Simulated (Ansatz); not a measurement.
MgS: from a starting cell to a relaxed one

The start is a relaxed MgS cell, doubled along one cell vector, shaken by Gaussian noise of σ = 0.08 Å a coordinate. The structure is fully relaxed (lattice and positions, P = 0) with r2SCAN (plane waves to 500 eV, PAW, scalar-relativistic; Ansatz, a quantum-chemistry and plane-wave program). The first steps use a 11×6×11 k-mesh.

Starting cell:
```
CELL_PARAMETERS angstrom
      0.00000     2.60162     2.60162
      5.20325     0.00000     5.20325
      2.60162     2.60162     0.00000
ATOMIC_POSITIONS crystal
  S  0.01703 0.98694 0.98987
  S  0.01446 0.52536 0.98230
  Mg 0.51835 0.20345 0.56895
  Mg 0.50357 0.73877 0.50539
```

| Item | Value |
|---|---|
| Initial pressure | +3.0 GPa (positive: the cell is compressed) |
| Energy released | 0.11 eV/atom |
| Relative to the parent | It relaxes back to the parent, Fm-3m (No. 225) |
| Optimiser moves | 3 |

Relaxed structure:

Space group Fm-3m (No. 225); a = b = c = 5.203 Å, α = β = γ = 90.00°

```csv
atom,site,symmetry,x,y,z
S,4a,m-3m,0.0000,0.0000,0.0000
Mg,4b,m-3m,0.5000,0.5000,0.5000
```
(The calculation used a cell of 2 atoms; values per cell refer to that cell.)

No spin polarisation in the result.
